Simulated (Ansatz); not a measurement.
AlN:
Space group P6₃mc (No. 186); a = 3.1182 Å, b = 3.1182 Å, c = 15.1987 Å, α = 90.00°, β = 90.00°, γ = 120.00°

```tsv
atom	site	symmetry	x	y	z
Al	2a	3m.	0.0000	0.0000	0.4996
Al	2b	3m.	0.3333	0.6667	0.3339
Al	2b	3m.	0.3333	0.6667	0.6667
N	2a	3m.	0.0000	0.0000	0.3745
N	2b	3m.	0.3333	0.6667	0.2080
N	2b	3m.	0.6667	0.3333	0.0409
```

Relaxed with PBE.

### Question
Which orbitals make up the states near the band edges in DFT-PBE in the program Ansatz with PAW potentials?

### Answer
Top 1 eV of the valence band: N 2p 90 %, Al 3p 8 %. Bottom 1 eV of the conduction band: Al 3p 56 %, N 2s 17 %, N 2p 9 %, outside the projected shells 13 %. Projections are on Löwdin-orthogonalised atomic valence shells; empty p or d shells of many metals are not among them.

### Question
Tabulate the density of states.

### Answer
States/eV per cell of 12 atoms, in 0.25 eV bins, energy from the valence-band maximum.

```csv
E (eV),total,N 2p,Al 3p,Al 3s
-7.85,0.00,0.00,0.00,0.00
-7.60,0.00,0.00,0.00,0.00
-7.35,0.00,0.00,0.00,0.00
-7.10,0.00,0.00,0.00,0.00
-6.85,0.00,0.00,0.00,0.00
-6.60,0.00,0.00,0.00,0.00
-6.35,0.00,0.00,0.00,0.00
-6.10,0.00,0.00,0.00,0.00
-5.85,0.01,0.00,0.00,0.00
-5.60,1.12,0.65,0.26,0.19
-5.35,2.51,1.48,0.56,0.42
-5.10,3.40,2.05,0.73,0.53
-4.85,6.55,4.09,1.23,1.03
-4.60,9.09,5.78,1.59,1.36
-4.35,8.70,5.74,1.13,1.37
-4.10,5.29,3.47,0.70,0.76
-3.85,2.93,1.89,0.39,0.34
-3.60,2.69,1.77,0.44,0.24
-3.35,3.97,2.74,0.70,0.32
-3.10,4.13,2.91,0.69,0.33
-2.85,4.77,3.44,0.77,0.35
-2.60,5.46,4.02,0.90,0.36
-2.35,5.79,4.33,0.96,0.34
-2.10,6.61,5.06,1.08,0.31
-1.85,9.23,7.27,1.46,0.33
-1.60,7.93,6.39,1.14,0.25
-1.35,9.57,7.90,1.31,0.20
-1.10,11.61,9.86,1.41,0.16
-0.85,11.62,10.17,1.15,0.11
-0.60,11.62,10.47,0.88,0.07
-0.35,6.70,6.21,0.32,0.03
-0.10,2.70,2.57,0.07,0.00
0.15,0.00,0.00,0.00,0.00
0.40,0.00,0.00,0.00,0.00
0.65,0.00,0.00,0.00,0.00
0.90,0.00,0.00,0.00,0.00
1.15,0.00,0.00,0.00,0.00
1.40,0.00,0.00,0.00,0.00
1.65,0.00,0.00,0.00,0.00
1.90,0.00,0.00,0.00,0.00
2.15,0.00,0.00,0.00,0.00
2.40,0.00,0.00,0.00,0.00
2.65,0.00,0.00,0.00,0.00
2.90,0.00,0.00,0.00,0.00
3.15,0.00,0.00,0.00,0.00
3.40,0.00,0.00,0.00,0.00
3.65,0.00,0.00,0.00,0.00
3.90,0.24,0.01,0.15,0.00
4.15,0.74,0.05,0.44,0.02
4.40,1.25,0.11,0.69,0.06
4.65,1.38,0.15,0.75,0.06
4.90,1.59,0.21,0.83,0.08
5.15,1.88,0.28,0.95,0.10
5.40,2.41,0.40,1.21,0.11
5.65,3.78,0.67,1.91,0.16
5.90,4.37,0.73,2.15,0.21
6.15,5.75,1.05,2.87,0.25
6.40,6.10,1.18,3.05,0.21
6.65,1.77,0.36,0.80,0.10
6.90,2.27,0.42,0.96,0.22
7.15,3.98,0.71,1.77,0.37
7.40,6.08,1.17,2.78,0.50
7.65,3.78,0.86,1.75,0.25
7.90,0.63,0.16,0.30,0.03
8.15,0.43,0.05,0.12,0.12
8.40,2.98,0.27,1.17,0.57
8.65,4.78,0.48,1.80,0.96
```

Space group P6_3mc. The cell is a constructed one: a structure type filled with these elements. Its sites differ from those of the usual phase in this space group: another stacking or structure type. The PBE relaxation kept the symmetry of its start; phonons on a q-mesh show no instability.

Potentials: the later of the program's two PAW sets.
